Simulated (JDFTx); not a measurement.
| Property | Result |
|---|---|
| surface | Zr(0001) |
| bulk | Zr, P6_3/mmc, lattice of mp-131 (not re-optimised) |
| slab | 5 atoms in 5 planes, (1×1), 10.1 Å between the outermost planes |
| in-plane cell | 3.239 × 3.239 Å, 9.09 Å² |
| cell height | 29.3 Å |
| sampling | 8×8×1 k mesh, Fermi smearing 0.01 Ha, no spin polarisation |

Adsorbate: F on both faces at 1.00 monolayer, started ontop and relaxed in vacuum, keeping the symmetry of the start.

Level of theory: PBE, GBRV ultrasoft potentials, plane waves to 20/100 Ha; code: JDFTx (a modified build). The adsorption energy per F is [E(slab + 2 F) − E(slab)]/2 − (½ E(F2)), with the gas molecules relaxed at the same level and slab energies taken as (E + F)/2, the usual estimate of zero smearing. These are electronic energies without vibrational corrections. Both faces are alike, and the cell allows no reconstruction beyond its size.

Predict the adsorption energy and the geometry, and the change of the work function.

-4.40 eV. F sits 1.89 Å above the highest substrate atom, bound to 1 Zr at 1.89 Å. The work function goes from 4.16 to 7.02 eV. In CANDLE, water, 1 M KCl, at zero charge, the adsorption energy is -4.39 eV and the potential of zero charge moves from -0.74 to 2.48 V vs SHE (4.44 V convention).
